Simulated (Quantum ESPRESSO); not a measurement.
## Zr2WO6F2 (convergence and cost over cutoff and k mesh)

Simulated, not a measurement. The program is pw.x of Quantum ESPRESSO 7.5 (plane-wave density functional theory). The cell is made up: 11 atoms on a rutile lattice with one site empty, with randomly drawn elements, strain and displacements, not relaxed. PseudoDojo standard norm-conserving files (v0.5 for PBE, v0.4.1 for LDA and PBEsol) set the functional; there is no spin polarisation, spin-orbit coupling or dispersion term, and the masses in the input are unused placeholders.

Input of the run in row 4:

```
&control calculation='scf', pseudo_dir='./dojo.nc.sr.pbe.v0_5.standard.upf', outdir='./o', disk_io='low', tprnfor=.true., tstress=.true. /
&system ibrav=0, nat=11, ntyp=4, nbnd=50, ecutwfc=84.00895049, nosym=.true., tot_charge=0,
 occupations='smearing', smearing='fd', degauss=0.0018374661
/
&electrons conv_thr=7.350e-09, electron_maxstep=60, /
ATOMIC_SPECIES
F 1.0 F.upf
O 1.0 O.upf
W 1.0 W.upf
Zr 1.0 Zr.upf
CELL_PARAMETERS angstrom
4.8152 -0.0503 -0.0386
-0.0503 4.767 0.0159
-0.0507 0.0209 6.2122
ATOMIC_POSITIONS angstrom
Zr 2.3724 2.4216 1.6344
W -0.0275 0.0329 3.1002
Zr 2.3777 2.3759 4.6526
O 1.4647 1.4397 -0.0577
O 3.2878 3.2654 -0.1042
O 3.8357 0.9091 1.5198
O 0.8825 3.7828 1.5401
F 1.3969 1.4603 3.152
O 3.2688 3.3116 3.1121
O 3.898 0.9592 4.7027
F 0.7643 3.9227 4.6242
K_POINTS automatic
5 5 4 1 1 1
```

The same cell was run at these settings. Meshes are shifted by half a step, and differences are from the last row, which is itself not exact.

```
cutoff (eV)     k mesh  k points solved  threshold (eV)  free energy less the last row's (eV)  pressure (GPa)  largest stress difference (GPa)  largest force difference (eV/Å)  iterations  wall time (s)  k-point pools              processor
        800  2 x 2 x 2                4           1e-04                                 1.374           -8.49                            11.24                            0.092          13             13              4  AMD EPYC, Zen 5 class
       1143  2 x 2 x 2                4           1e-07                                -0.017            2.73                             0.13                            0.102          18             20              4  AMD EPYC, Zen 5 class
        703  5 x 5 x 4               50           1e-07                                 4.705          -25.80                            28.66                            0.035          18             71              4  AMD EPYC, Zen 5 class
       1143  5 x 5 x 4               50           1e-07                                 0.005            2.73                             0.01                            0.003          18            138              4  AMD EPYC, Zen 5 class
       1467  7 x 7 x 6              147           1e-07                                 0.000            2.74                             0.00                            0.000          18            677              4  AMD EPYC, Zen 5 class
```

Each pool is one process. Wall times include start-up and a band step at six k points, which weighs most on the coarsest meshes. The runs were on shared virtual cores whose load varied, so times are rough.